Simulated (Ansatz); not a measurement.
The relaxed structure here is a generated cell of Ga2O3: the first start was made by placing the elements on the sites of a structure type, and the end was not matched to a known phase here, so it may be hypothetical. Known forms of Ga2O3 include space group No. 12, 167.

The end point of a relaxation of Ga$_{2}$O$_{3}$. Computed with PBE (plane waves to 420 eV, PAW, scalar-relativistic; Ansatz, an electronic-structure program).

```cif
data_Ga4O6
_chemical_formula_sum 'O6 Ga4'
_space_group_name_H-M_alt 'P 1'
_space_group_IT_number 1
_cell_length_a 5.95033
_cell_length_b 5.95033
_cell_length_c 3.06893
_cell_angle_alpha 90.000
_cell_angle_beta 90.000
_cell_angle_gamma 90.000
loop_
_space_group_symop_operation_xyz
  'x, y, z'
loop_
_atom_site_label
_atom_site_type_symbol
_atom_site_fract_x
_atom_site_fract_y
_atom_site_fract_z
_atom_site_occupancy
O1 O 0.00000 0.00000 0.00000 1
O2 O 0.50000 0.50000 0.00000 1
O3 O 0.14271 0.64271 0.50000 1
O4 O 0.64271 0.85729 0.50000 1
O5 O 0.35729 0.14271 0.50000 1
O6 O 0.85729 0.35729 0.50000 1
Ga1 Ga 0.26695 0.76695 0.00000 1
Ga2 Ga 0.76695 0.73305 0.00000 1
Ga3 Ga 0.23305 0.26695 0.00000 1
Ga4 Ga 0.73305 0.23305 0.00000 1
```

Problem. Find the space group and the Wyckoff positions (tolerance 0.01 Å).

Solution. Space group P4/mbm (No. 127); a = b = 5.9503 Å, c = 3.0689 Å, α = β = γ = 90.00°

| atom | site | symmetry | x | y | z |
|---|---|---|---|---|---|
| O | 2a | 4/m.. | 0.0000 | 0.0000 | 0.0000 |
| O | 4h | m.2m | 0.3573 | 0.1427 | 0.5000 |
| Ga | 4g | m.2m | 0.2331 | 0.2669 | 0.0000 |

Problem. Give the shortest distances between elements (the closest pairs, up to four, under 3.6 Å).

Solution. Ga–O 1.86 Å; O–O 2.40 Å; Ga–Ga 2.98 Å.

Volume per atom: 10.87 Å³
Band gap: zero (metallic)

No spin polarisation in the result.

The run could not lose the symmetry of its start, so the end can be a saddle point.
